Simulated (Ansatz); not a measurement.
Sc₃SnB (anti-perovskite, Pm-3m) under volume change, r²SCAN (plane waves, PAW; program Ansatz), scaled uniformly.

| V (Å³/atom) | E − E(relaxed) (meV/atom) | P (GPa) |
|---|---|---|
| 18.268 | ? | ? |
| 18.870 | 21.9 | 6.12 |
| 19.472 | 5.2 | 2.84 |
| 20.075 | 0.0 | 0.00 |
| 20.677 | 4.7 | -2.45 |
| 21.279 | ? | ? |
| 21.881 | 38.7 | -6.40 |

### Question
Fill in the missing entries.

### Answer

- 21.279, E − E(relaxed) (meV/atom): 18.0
- 21.279, P (GPa): -4.57
- 18.268, E − E(relaxed) (meV/atom): 51.9
- 18.268, P (GPa): 9.92

### Question
What does a third-order Birch–Murnaghan fit give for V₀, B₀ and B′?

### Answer
V₀ = 20.07 Å³/atom, B₀ = 87.8 GPa, B′ = 3.8.

The workflow started from an entry of the Crystallography Open Database (COD). Whether it is the stable phase at ambient conditions was not checked. The cell was relaxed with r²SCAN under the symmetry of its start; whether a distortion lowers the energy is not shown. The run is not spin-polarised. Scalar-relativistic: spin–orbit coupling is off unless named, which matters more the heavier the elements.

Potentials: the later of the program's two PAW sets.
